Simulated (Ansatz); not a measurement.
Values for one crystal, relaxed and computed with r²SCAN (plane waves, PAW; program Ansatz); other levels are named.

```yaml
volume_per_atom: 11.08 Å³
electronic_character: metallic (no gap)
Pressure derivative B′: 4.4
Bulk modulus (Birch–Murnaghan fit): 2680 kbar
Density of states at the Fermi level: 0.32 states/eV per atom (mean over ±0.08 eV)
Formation energy from the elements (no fitted shifts): -0.30 eV/atom
```

Q: Which of these materials gives this?
A) BN, CsCl type
B) AlB2W2, Cmmm (Al on 2a, W on 4j, B on 4i)
C) ScB12, Fm-3m (Sc on 4a, B on 48i)
D) HfB, rock salt

A: B, AlB2W2, Cmmm (Al on 2a, W on 4j, B on 4i)

The start of the workflow was typed in or built on a structure type; neither database checked (COD, Materials Project) lists it. Its standing as an ambient phase is unchecked. Symmetry was held in the r²SCAN relaxation; whether a distortion lowers the energy is not shown. The run is not spin-polarised. The references are the lowest solids computed at this level, not always the standard phases. Spin–orbit coupling is left out wherever it is not named.

Potentials: the later of the program's two PAW sets.
